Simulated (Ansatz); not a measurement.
All numbers below come from DFT PBE, scalar-relativistic, plane waves, PAW in Ansatz. All cells share a 420 eV cutoff and Γ-centred k meshes spaced at most about 0.3 Å⁻¹ (about 0.25 or finer for metals, 2π included). No spin polarisation in the final relaxations.

Each of these unrelaxed guesses is relaxed in cell and atoms within its symmetry. A guess keeps its type if space group and coordination stay and the shape of the cell changes little (axis ratios within about 15 %, angles within 6°); the volume may change.

1. Zr4GePd

```cif
data_structure
_symmetry_space_group_name_H-M 'P4/mmm'
_symmetry_Int_Tables_number 123
_cell_length_a 4.6403
_cell_length_b 4.6403
_cell_length_c 5.3177
_cell_angle_alpha 90.000
_cell_angle_beta 90.000
_cell_angle_gamma 90.000
_cell_volume 114.50
loop_
_atom_site_label
_atom_site_type_symbol
_atom_site_symmetry_multiplicity
_atom_site_Wyckoff_symbol
_atom_site_fract_x
_atom_site_fract_y
_atom_site_fract_z
_atom_site_occupancy
Zr1 Zr 4 k 0.26471 0.26471 0.50000 1
Ge1 Ge 1 b 0.00000 0.00000 0.50000 1
Pd1 Pd 1 a 0.00000 0.00000 0.00000 1
```

2. Zn2CdSe3

```cif
data_structure
_symmetry_space_group_name_H-M 'P6/mmm'
_symmetry_Int_Tables_number 191
_cell_length_a 4.3935
_cell_length_b 4.3935
_cell_length_c 8.8564
_cell_angle_alpha 90.000
_cell_angle_beta 90.000
_cell_angle_gamma 120.000
_cell_volume 148.05
loop_
_atom_site_label
_atom_site_type_symbol
_atom_site_symmetry_multiplicity
_atom_site_Wyckoff_symbol
_atom_site_fract_x
_atom_site_fract_y
_atom_site_fract_z
_atom_site_occupancy
Zn1 Zn 2 d 0.33333 0.66667 0.50000 1
Cd1 Cd 1 b 0.00000 0.00000 0.50000 1
Se1 Se 2 e 0.00000 0.00000 0.76866 1
Se2 Se 1 a 0.00000 0.00000 0.00000 1
```

Problem. Which keep their type?

Solution. Guess 2 keeps its type.

```tsv
guess	kept	start group	end group	V start (Å³/atom)	V end	b/a and c/a, end over start	nearest neighbours start	nearest neighbours end
1	no	P4/mmm	P4/mmm	19.1	31.3	1.00, 0.60	Ge 4, Pd 2, Zr 1	Ge 6, Pd 2, Zr 3
2	yes	P6/mmm	P6/mmm	24.7	32.6	1.00, 1.09	Cd 8, Se 1/2, Zn 6	Cd 8, Se 1/2, Zn 6
```

Neighbours count within 15 % of an atom's shortest distance; end groups are read at 0.02 Å (0.05 Å in metals).

A magnetic state wasn't ruled out in cells without spin, among them Zn2CdSe3 P6/mmm. Cells relaxed within their symmetry can be saddle points.

In counts of neighbours, a slash parts the counts of unlike sites.
